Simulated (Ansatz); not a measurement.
Method: DFT PBE, scalar-relativistic, plane waves, PAW (Ansatz). Settings: cutoff 420 eV, Γ-centred meshes spaced at most about 0.3 Å⁻¹ (2π included), Gaussian smearing. No spin polarisation in the final relaxations.

Temperature and zero-point effects are left out.

Compare these two cells of Y3AlN4, each relaxed at this level.

A.

```
CELL_PARAMETERS angstrom
3.40654 0.00000 0.00000
0.00000 3.40654 0.00000
0.00000 0.00000 9.36473
ATOMIC_POSITIONS crystal
Y 0.50000 0.50000 0.23358
Y 0.00000 0.00000 0.50000
Y 0.50000 0.50000 0.76642
Al 0.00000 0.00000 0.00000
N 0.00000 0.00000 0.22555
N 0.50000 0.50000 0.50000
N 0.00000 0.00000 0.77445
N 0.50000 0.50000 0.00000
```

B.

```
CELL_PARAMETERS angstrom
3.32640 -4.83740 0.00000
3.32640 4.83740 0.00000
0.00000 0.00000 3.33511
ATOMIC_POSITIONS crystal
Y 0.00000 0.50000 0.00000
Y 0.00000 0.00000 0.50000
Y 0.50000 0.00000 0.00000
Al 0.50000 0.50000 0.50000
N 0.72435 0.72435 0.00000
N 0.75368 0.24632 0.50000
N 0.24632 0.75368 0.50000
N 0.27565 0.27565 0.00000
```

Question: Which is lower in energy, and by how much?

Answer: They are level within the accuracy (1 meV/atom apart, with A the lower in these runs). A has Y and Al ordered on rock salt sites, space group P4/mmm (No. 123), 13.6 Å³/atom and a gap of 0.28 eV on its mesh; B has Y and Al ordered on rock salt sites, space group Cmmm (No. 65), 13.4 Å³/atom and a gap of 0.47 eV. Counting N atoms around Al and Y (those within 1.25 times the shortest such distance or 1.15 times the sum of covalent radii; a plus sign parts nearer from farther groups; a slash parts the counts of unlike sites), A has Y 1+5/6, Al 2+4 and B has Y 6, Al 4+2. Both come from invented guesses. A third cell relaxed alike, in Fmm2, lies 44 meV/atom below the lower of the two.

Kohn–Sham gaps at this level usually fall short of measured ones. Cells relaxed within their symmetry can be saddle points.
